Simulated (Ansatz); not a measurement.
Si2Ni:
```cif
data_Ni4Si8
_chemical_formula_sum 'Si8 Ni4'
_space_group_name_H-M_alt 'Fm-3m'
_space_group_IT_number 225
_space_group_name_Hall '-F 4 2 3'
_cell_length_a 5.44506
_cell_length_b 5.44506
_cell_length_c 5.44506
_cell_angle_alpha 90.000
_cell_angle_beta 90.000
_cell_angle_gamma 90.000
loop_
_atom_site_label
_atom_site_type_symbol
_atom_site_symmetry_multiplicity
_atom_site_Wyckoff_symbol
_atom_site_fract_x
_atom_site_fract_y
_atom_site_fract_z
_atom_site_occupancy
Si1 Si 8 c 0.25000 0.25000 0.25000 1
Ni1 Ni 4 a 0.00000 0.00000 0.00000 1
```
(The calculation used a cell of 3 atoms; values per cell refer to that cell.)

Relaxed with PBE.

Decompose the optical modes at the zone centre into irreducible representations, and say which are infrared and Raman allowed.

Point group m-3m: Γ_opt = T1u + T2g. Infrared: T1u. Raman: T2g.

Assign frequencies (DFPT, plane-wave PAW PBE (Ansatz code)).

T1u 296, T2g 311 cm⁻¹.

The PBE relaxation kept the symmetry of its start; phonons on a q-mesh show no instability. The workflow began spin-polarised and lost its moments. As this level gives no gap, phonon frequencies hold no LO–TO term and depend on the k-mesh and smearing (Fermi–Dirac, 0.1 eV here).

Potentials: the later of the program's two PAW sets.
